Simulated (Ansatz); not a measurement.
Tetragonal HfO2 (relaxed group P4_2/nmc) was relaxed with 3 functionals in the plane-wave code Ansatz, cell and atoms free, the symmetry of the start kept (meshes: PBE 6×6×4, r2SCAN 6×6×4, PBEsol 6×6×4). Values at 0 K without nuclear motion; spin polarisation is off, and the phase may be a hypothetical one.

The r2SCAN result:
```yaml
crystal:
  lattice:
    - [3.57669, 0.00000, 0.00000]
    - [0.00000, 3.57669, 0.00000]
    - [0.00000, 0.00000, 5.20222]
  atoms:
    - { symbol: Hf, position: [0.50000, 0.50000, 0.50000] }
    - { symbol: Hf, position: [0.00000, 0.00000, 0.00000] }
    - { symbol: O, position: [0.00000, 0.50000, 0.69621] }
    - { symbol: O, position: [0.50000, 0.00000, 0.80379] }
    - { symbol: O, position: [0.50000, 0.00000, 0.30379] }
    - { symbol: O, position: [0.00000, 0.50000, 0.19621] }
```

Space group P4_2/nmc (No. 137), tetragonal; conventional cell a = 3.577 Å, c = 5.202 Å, 11.09 Å³ an atom. Hf is surrounded by 8 O at 2.06–2.39 Å; O is surrounded by 4 Hf at 2.06–2.39 Å.

Q: Order the functionals by the relaxed volume, smallest first.
A. r2SCAN
B. PBE
C. PBEsol

A: C (10.96 Å³/atom), A (11.09 Å³/atom), B (11.40 Å³/atom).

Q: What lattice does PBEsol give?

A: a = 3.567 Å, c = 5.166 Å; the volume differs by -1.2 % from r2SCAN's. Around Hf lie 8 O at 2.06–2.36 Å; around O lie 4 Hf at 2.06–2.36 Å.

Q: How does the cell change with PBE?

A: a = 3.604 Å, c = 5.264 Å; the volume differs by +2.7 % from r2SCAN's. Hf is surrounded by 8 O at 2.07–2.42 Å; O is surrounded by 4 Hf at 2.07–2.42 Å.

Q: Held at the r2SCAN cell, what mean stress does PBE find, and does its sign point to its own minimum?

A: Yes. PBE +5.89 GPa, and its relaxed volume is +2.7 % from r2SCAN's. Compression counts positive, so a positive stress asks for a larger cell.
